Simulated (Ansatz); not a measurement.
Task: Each is relaxed and computed with the program Ansatz at the PBE level (PAW). Which is the only one with a gap?
A) GaSb, NiAs type
B) YbSb, rock salt
C) Sb2Se3, La2O3 or Ni2Al3 type
D) InSb, P4_2/mmc (In on 2c, Sb on 2e)

Result: C, Sb2Se3, La2O3 or Ni2Al3 type. Sb2Se3: gap 0.40 eV (indirect); InSb: metal; GaSb: metal; YbSb: metal. Caveat: open 4f shells can settle in a state that is not the lowest. Constructed cells (a structure type filled with these elements, in neither database checked): Sb2Se3, La2O3 or Ni2Al3 type; InSb, P4_2/mmc (In on 2c, Sb on 2e); GaSb, NiAs type. Not the usual ambient phase: Sb2Se3, La2O3 or Ni2Al3 type; InSb, P4_2/mmc (In on 2c, Sb on 2e); GaSb, NiAs type. Standing as an ambient phase not checked: YbSb, rock salt. Began spin-polarised and lost the moments: YbSb, rock salt. All cells were relaxed under the symmetry of their starts (and spin orders); stability against distortions was not tested throughout. No Hubbard U is applied. Scalar-relativistic: spin–orbit coupling is off unless named, which matters more the heavier the elements.

Potentials: the later of the program's two PAW sets.
